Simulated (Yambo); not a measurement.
Li₂WS₄ (space group I-42m, No. 121), G0W0@PBEsol in Yambo with this input:

```
rim_cut
gw0
dyson
el_el_corr
HF_and_locXC
ppa
em1d
RandQpts= 1000000
RandGvec= 1 Ry
EXXRLvcs= 74 Ry
VXCRLvcs= 296 Ry
Chimod= "HARTREE"
% BndsRnXp
 4 | 267 |
%
NGsBlkXp= 7 Ry
% LongDrXp
 1.0 | 1.0 | 1.0 |
%
PPAPntXp= 27.2114 eV
% GbndRnge
 1 | 267 |
%
GTermKind= "BG"
DysSolver= "n"
ExtendOut
```

On a 2×2×2 mesh, with wavefunctions cut at 74 Ry, the gap (X → Z) is 3.360 eV and the valence edge shifts by -0.863 eV.

**Question.** What happens with this change: 3 Ry block?

**Answer.** The gap falls by 0.104 eV, to 3.256 eV; the shift of the valence edge becomes -0.577 eV. Neither run is shown to be the converged limit.

Spin-orbit coupling is not included.

Geometry relaxed with PBE+D3(BJ); primitive cell a = 6.1787 Å, b = 6.1787 Å, c = 6.1787 Å, α = 122.14°, β = 122.14°, γ = 86.33°.

The structure is a Materials Project entry; no match was found in the copy of COD used, and its stability was not checked.

A shift is the quasiparticle energy of the state minus its PBEsol energy.
